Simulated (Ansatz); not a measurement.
In₃Sb (Pm-3m), an elastic constant from a strain scan

The calculation used DFT PBEsol+D3(BJ), scalar-relativistic, plane waves, PAW (Ansatz). Cutoff 420 eV, Γ-centred 10×10×10 k-points, Gaussian smearing of 0.15 eV. No spin polarisation. Energies are free energies at this smearing, counted from the undisturbed cell; pressure is positive in compression.

The undisturbed cell (relaxed at this level; it needn't be the usual structure):

```yaml
crystal:
  lattice:
    - [4.64024, 0.00000, 0.00000]
    - [0.00000, 4.64024, 0.00000]
    - [0.00000, 0.00000, 4.64024]
  atoms:
    - { symbol: In, position: [0.50000, 0.50000, 0.00000] }
    - { symbol: In, position: [0.50000, 0.00000, 0.50000] }
    - { symbol: In, position: [0.00000, 0.50000, 0.50000] }
    - { symbol: Sb, position: [0.00000, 0.00000, 0.00000] }
```

The cell is strained by ε times the Voigt pattern (0, 0, 1, 0, 0, 0) (xx, yy, zz, yz, xz, xy; engineering shear) with fractional coordinates fixed. The cell holds 4 atoms in V0 = 99.91 Å³. The stress column is τ = (1/V0) dE/dε, got from the stress tensor σ (compression positive) at each point as −det(1 + εP) σ : P(1 + εP)⁻¹, with P the pattern as a tensor.

| ε | ΔE (meV/atom) | τ (GPa) |
| --- | --- | --- |
| -0.0400 | 4.190 | -1.717 |
| -0.0200 | 0.776 | -0.568 |
| 0.0000 | 0.000 | 0.022 |
| 0.0100 | 0.290 | 0.370 |
| 0.0300 | 2.816 | 1.277 |
| 0.0400 | ? | ? |

Which combination of elastic constants does this scan measure, and how large is it?

For small ε, τ = τ0 + Kε with K = pᵀCp, which for this pattern is C11 in the cubic axes. The parabola through τ at ε = -0.0200, 0 and 0.0100 has slope K = 33 GPa at zero. The energies per cell, E = NΔE, of the same two points give K = 2[E(ε₊)/ε₊ − E(ε₋)/ε₋]/[(ε₊ − ε₋)V0] = 29 GPa; energies this small carry numerical noise (the number of plane waves changes with the cell), and higher-order terms add over long steps.

Predict the withheld row at ε = 0.0400 from the harmonic law, and compare.

ΔE = V0(τ0 ε + Kε²/2)/N = 4.259 meV/atom and τ = 1.34 GPa. The calculation gives 5.213 meV/atom and 1.81 GPa: the energy lies 22 % above the harmonic value.

In a metal these slopes depend on the k mesh and the smearing.

Cost: 6 runs of about 1.9 core-minutes in all, on Intel Xeon Platinum 8488C (Sapphire Rapids) (shared hosts).